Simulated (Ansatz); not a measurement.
An Ansatz input:

```yaml
crystal:
  lattice:
    - [2.1059220087, 0.0, 0.0]
    - [0.0, 2.1059220087, 0.0]
    - [0.0, 0.0, 2.1059220087]
  atoms:
    - { symbol: Be, position: [0.0, 0.0, 0.0] }
hamiltonian:
  xc: pbesol
  pseudopotentials:
    kind: paw
    azcp:
      Be: "pseudopotentials/Be.paw.azcp"
basis:
  ecutwfc: 420
  fft_grid_basis: typed
kpoints:
  mp_grid: { grid: [16, 16, 16], shift: [0, 0, 0] }
magnetization:
  spin_polarized: false
scf:
  occupations: { method: fermi_dirac, width: 0.1 }
  lower_state_search: "off"
output:
  stress: true
```

Terminal output

```
Warning: the record states the generating functional pbe (its physics header spells it `PBE`), which answers neither for hamiltonian.xc's functional nor for the pbesol family's — results may be inconsistent (PPs are generated against a specific XC)
Engine: ansatz 0.2.0, x86_64-unknown-linux-gnu
Pseudopotentials: kind: paw
Pseudopotential: Be, paw, valence charge 2, recommended cutoff 420 eV (normal) 
Functional definition: PBEsol
  exchange = pbesol_x
  correlation = pbesol_c
Crystal: 1 atoms, lattice volume = 9.340 Å³
Basis set: ecut = 420 eV, 179 PW (Γ)
Bands: 5, of which v1, the nominal top of the filled ones, is band 1 counted from 1 (0 counted from 0)
Symmetry: 48 space group operations
Space group: Pm-3m (ITA 221), of the structure as read, at distance tolerance 2.1e-5 Å
k-points: 165 of 4096
Non-local potential: Be, projectors of the file, l = 0: 2, l = 1: 2, l = 2: 1
PAW form: soft (Blöchl's): semilocal exchange-correlation on the pseudo side does not see the compensation charge
PAW frozen core: Be, regenerated for the run's functional, and the local potential with it (the file was generated under x = pbe(κ = 0.804, μ = 0.2195149727645171), c = pbe(β = 0.06672455060314922))
PAW one-centre angular grid: Be, 110 points (default); XC on 64 Gauss nodes
Initial density: superposition of atomic densities (neutral atoms: chi_scale 0, normalization atom), corrected by the library's trained network
Initial wavefunctions: pseudopotential atomic-orbital guess
Functional: x = pbesol(κ = 0.804, μ = 0.12345679012345678), c = pbesol(β = 0.046)
SCF iter   1: F=—  HF=-89.316465 eV  |F-HF|=—  |Δ(HF+E_count)|=         —  Δρ=9.73e-4  dr2=5.12e-5  ethr=1.77e-3  ⟨swp⟩=4.8  Hψ=7837  notcnv=0
SCF iter   2: F=—  HF=-89.316524 eV  |F-HF|=—  |Δ(HF+E_count)|=   5.86e-5  Δρ=4.77e-4  dr2=1.20e-5  ethr=2.56e-6  ⟨swp⟩=1.8  Hψ=2275  notcnv=0
iter 3 did not close the SCF: its close was put off for the readings that it lacked (scf_convergence_deferred on its scf_iter line)
SCF iter   3: F=-89.316531 eV  HF=-89.316531 eV  |F-HF|=4.08e-9  |Δ(HF+E_count)|=   7.08e-6  Δρ=1.15e-5  dr2=4.91e-9  ethr=6.00e-7  ⟨swp⟩=1.0  Hψ=1065  notcnv=0
iter 4 did not close the SCF: its close was put off for the readings that it lacked (scf_convergence_deferred on its scf_iter line)
SCF iter   4: F=-89.316531 eV  HF=-89.316531 eV  |F-HF|=6.32e-12  |Δ(HF+E_count)|=   7.03e-9  Δρ=1.78e-6  dr2=7.74e-11  ethr=2.46e-10  ⟨swp⟩=1.9  Hψ=1235  notcnv=0
iter 5 did not close the SCF: its close was put off for the readings that it lacked (scf_convergence_deferred on its scf_iter line)
SCF iter   5: F=-89.316531 eV  HF=-89.316531 eV  |F-HF|=5.68e-14  |Δ(HF+E_count)|=  1.17e-12  Δρ=1.97e-7  dr2=1.83e-12  ethr=3.87e-12  ⟨swp⟩=1.8  Hψ=1228  notcnv=0
SCF iter   6: F=-89.316531 eV  HF=-89.316531 eV  |F-HF|=1.42e-14  |Δ(HF+E_count)|=  5.68e-14  Δρ=3.87e-8  dr2=7.41e-14  ethr=1.00e-12  ⟨swp⟩=1.0  Hψ=2220  notcnv=0
SCF 1 converged in 6 iterations: F = -89.316531 eV  dr2 = 7.41e-14
SCF converged after 6 iterations
Free energy (F): -89.316531 eV
Harris-Foulkes:  -89.316531 eV  (|F-HF|=1.42e-14)
Internal energy: -89.304483 eV  (E = F + TS)
E sigma→0 (E₀):  -89.310507 eV
Entropy (-TS):   -0.012048 eV (-12.048 meV/atom)
Fermi energy:    6.421795 eV
--- Per-component energies (eV) ---
  E_band       = 4.431974
  E_kinetic    = 19.236674
  E_local      = 1.192874  (includes V_loc(G=0)·N_el)
  E_nonlocal   = 5.269578
  E_hartree    = 0.053418
  E_xc         = -18.947701
  E_vxc        = -19.928957  (∫ρ·V_xc dr)
  E_paw        = -57.317726  (= ΣΔE_a)
  E_vpaw       = -1.445031  (= ΣTr[D̂ρ^β])
  E_aug_tail   = -0.000001  (compensation charges beyond the density's cutoff)
  E_ewald      = -38.801131
  E_core_change = 0.009531  (= ΣΔE_core)
  E_smearing   = -0.012048  (= −TS)
  E_closure    = 0.000000  (closes the sum)
  Σ components = -89.316531   (vs F -89.316531, Δ=0.00e0)
--- Stress (GPa, compression-positive) ---
        7.596121       0.000000      -0.000000
        0.000000       7.596121       0.000000
        0.000000       0.000000       7.596121
  P = ⅓ Tr σ = 7.5961 GPa (75.961 kbar)
```

Launched by

```sh
ansatz run input.yaml --threads 2 --pin off --max-ram 5120MiB --backend cpu --events-out ev --progress --plain --runs-dir out
```

On 2 threads of Intel(R) Xeon(R) 6975P-C (Granite Rapids) (shared host) this took about 0.27 s of wall time and 0.43 s of CPU time.
